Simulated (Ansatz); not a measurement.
IrO₂ (rutile, P4_2/mnm) at seven volumes, PBEsol (plane waves, PAW; program Ansatz), shape and atoms relaxed at each. One row is withheld.

| V (Å³/atom) | P (GPa) |
|---|---|
| 9.563 | 34.14 |
| 9.879 | 20.81 |
| 10.194 | 9.53 |
| 10.509 | 0.00 |
| 10.824 | -8.04 |
| 11.140 | -14.79 |
| 11.455 | ? |

**Question.** Fit the shown pressures and predict the withheld one.

**Answer.** P = (3/2)B₀(x^(7/2) − x^(5/2))[1 + (3/4)(B′ − 4)(x − 1)] with x = (V₀/V)^(2/3). Least squares on the six rows gives V₀ = 10.510 Å³/atom, B₀ = 291 GPa, B′ = 4.61. At V = 11.455, x = 0.9442 and P = -20.56 GPa. The run itself gave -20.45 GPa.

The PBEsol relaxation kept the symmetry of its start. No spin polarisation was allowed. The volume moved by -16 % from the start of the relaxation. Spin–orbit coupling is left out wherever it is not named.

Potentials: the later of the program's two PAW sets.
